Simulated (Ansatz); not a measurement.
A trial cell of TaTlF₄, before relaxation:

```xyz
6
Lattice="3.4748 0.0000 0.0000 0.0000 3.4748 0.0000 0.0000 0.0000 4.7624" Properties=species:S:1:pos:R:3 pbc="T T T"
Ta    1.7374    1.7374    0.0000
Tl    1.7374    1.7374    2.3812
F     1.7374    0.0000    1.1664
F     0.0000    1.7374    3.5960
F     1.7374    0.0000    3.5960
F     0.0000    1.7374    1.1664
```

Method: Ansatz 0.2.0, DFT PBE, scalar-relativistic, plane waves, PAW. Cutoff 420 eV, Gaussian smearing, Γ-centred meshes. Cell and atoms relax first on a coarse mesh and then on a finer one. In between, the cell is made exact in the group found at 0.06 Å. In metals the finer mesh still leaves noise of several meV/atom or more. The steps can't lower the symmetry of their start. Collinear spin is switched on along the way, since trial moments persisted in a coarse test.

A guess keeps its type if space group and coordination stay and the shape of the cell changes little (axis ratios within about 15 %, angles within 6°); the volume may change.

Task: Does it keep its structure type, or change into something else?

Result: It doesn't keep its type. The symmetry stays P4/mmm (No. 123). The volume per atom grows by 86.0 %, from 9.6 to 17.8 Å³. The shortest distance goes from 2.09 Å (Ta–F) to 2.13 Å (Ta–F). The ratio c/a of the conventional cell changes by a factor of 1.70. Counting neighbours within 15 % of an atom's shortest distance, the start has F 5, Ta 10, Tl 10 and the end F 3, Ta 8, Tl 12. In detail, at the end around Ta lie 8 F at 2.13 Å; around Tl lie 8 F at 3.51 Å, 4 Tl at 3.58 Å and 2 Ta at 4.17 Å; around F lie 2 Ta at 2.13 Å, 1 F at 2.29 Å, 4 F at 2.53 Å, 4 F at 3.42 Å, 2 Tl at 3.51 Å and 4 F at 3.58 Å.

Space group P4/mmm (No. 123). a = 3.581 Å, b = 3.581 Å, c = 8.342 Å, α = 90.00°, β = 90.00°, γ = 90.00°
```csv
atom,site,symmetry,x,y,z
Ta,1c,4/mmm,0.5000,0.5000,0.0000
Tl,1d,4/mmm,0.5000,0.5000,0.5000
F,4i,2mm.,0.5000,0.0000,0.1375
```

The last run used collinear spin, a 10×10×6 mesh (in the run's order of axes) for its 6-atom cell and Gaussian smearing of 0.10 eV. No dispersion correction is applied, so the spacing and binding between layers, chains or molecules are poorly described. Spin–orbit coupling, which can matter for Ta and Tl, is left out. Another magnetic order may lie lower. Symmetry constrained the relaxation, so the result can be a saddle point.
